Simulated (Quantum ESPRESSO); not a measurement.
Inputs of pw.x and gipaw.x (a modified build of Quantum ESPRESSO, PBE) for BN; the starting potential comes from an earlier run on another mesh:

```
&CONTROL
  calculation = 'scf'
  prefix = 'x'
  pseudo_dir = './pseudo'
  outdir = './out'
  tprnfor = .true.
/
&SYSTEM
  ibrav = 0
  nat = 2
  ntyp = 2
  ecutwfc = 50
  ecutrho = 200
  occupations = 'fixed'
  nbnd = 4
/
&ELECTRONS
  conv_thr = 1e-11
  startingpot = 'file'
/
ATOMIC_SPECIES
B 10.810 B.GGA_PBE-JTH.UPF
N 14.007 N.GGA_PBE-JTH.UPF
CELL_PARAMETERS angstrom
   -0.000000000000     1.831130000000     1.803935000000
    1.803935000000     0.000000000000     1.803935000000
    1.803935000000     1.831130000000    -0.000000000000
ATOMIC_POSITIONS crystal
B      0.000000000000     0.000000000000     0.000000000000
N      0.750000000000     0.750000000000     0.750000000000
K_POINTS automatic
7 7 7 1 1 1
```

```
&INPUTGIPAW
  job = 'nmr'
  prefix = 'x'
  tmp_dir = './out/'
  restart_mode = 'from_scratch'
  pawproj(1) = .true.
  pawproj(2) = .true.
  use_nmr_macroscopic_shape = .false.
/
```

The cell was made here from a computed Materials Project entry: strained by +1 % along the cube axis and by -0.5 % across it, atoms relaxed (PBE without dispersion, pw.x of Quantum ESPRESSO, symmetry kept). The parent is BN in F-43m. Stability against distortions was not tested.

Task: Give the final section of the GIPAW output.

Result: 
```
     f-sum rule (should be    -7.7981):
            -7.7971          0.0000         -0.0000
             0.0000         -7.7971          0.0000
            -0.0000          0.0000         -7.7971

     Total NMR chemical shifts in ppm: ---------------------------------------
     (adopting the Simpson convention for anisotropy and asymmetry)-----------

     Atom  1  B   pos: (  0.000000  0.000000  0.000000)  Total sigma:          82.48
            83.0869          0.0000         -0.0000
             0.0000         81.2667          0.0000
             0.0000         -0.0000         83.0869

     B       1    anisotropy:     -1.82    eta:    0.0000
     B       1    sigma_11=     83.09
     B       1    sigma_22=     83.09
     B       1    sigma_33=     81.27

     Atom  2  N   pos: (  1.052696  1.068565  1.052696)  Total sigma:         191.51
           194.4164         -0.0000         -0.0000
             0.0000        185.6827         -0.0000
             0.0000         -0.0000        194.4164

     N       2    anisotropy:     -8.73    eta:    0.0000
     N       2    sigma_11=    194.42
     N       2    sigma_22=    194.42
     N       2    sigma_33=    185.68
```
The printed anisotropy is 3/2 (σ_33 − σ_iso) in the program's own order; the axes are left out here. Anisotropies that symmetry doesn't fix are less certain than the isotropic values. These are absolute shieldings with no macroscopic susceptibility term; δ = σ_ref − σ needs a reference computed alike. By our sweeps, such settings leave a few ppm in absolute σ.
